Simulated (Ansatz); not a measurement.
## Density of states of Sn

```
Sn
1.0
    -2.91585    2.91585    1.59065
     2.91585   -2.91585    1.59065
     2.91585    2.91585   -1.59065
Sn
2
Direct
  0.00000 0.00000 0.00000
  0.75000 0.25000 0.50000
```

The cell is COD entry 1534488, as deposited and not checked against the literature; nothing was relaxed.

No spin–orbit coupling, which matters for the heavy atoms here.

These are results of DFT, PBE, all-electron LAPW, scalar-relativistic (Ansatz 0.2.0), not measurements.

Settings: a Γ-centred 15×15×10 k mesh, Fermi–Dirac smearing of 0.05 eV, basis error target 0.25 meV/atom, no spin polarisation; this mesh doesn't keep the crystal's whole symmetry, which leaves small spurious terms.

States per eV and cell, averaged over 0.6 eV, from -9.4 to 1.8 eV, with energies (bin centres) from the Fermi level; empty bins are left out. 

```tsv
E (eV)	total
-9.2	0.52
-8.6	0.58
-8.0	0.73
-7.4	0.92
-6.8	0.96
-6.2	0.51
-5.6	0.60
-5.0	0.49
-4.4	0.42
-3.8	0.66
-3.2	0.93
-2.6	0.92
-2.0	1.06
-1.4	1.35
-0.8	1.05
-0.2	0.95
0.4	0.96
1.0	0.97
1.6	0.90
```
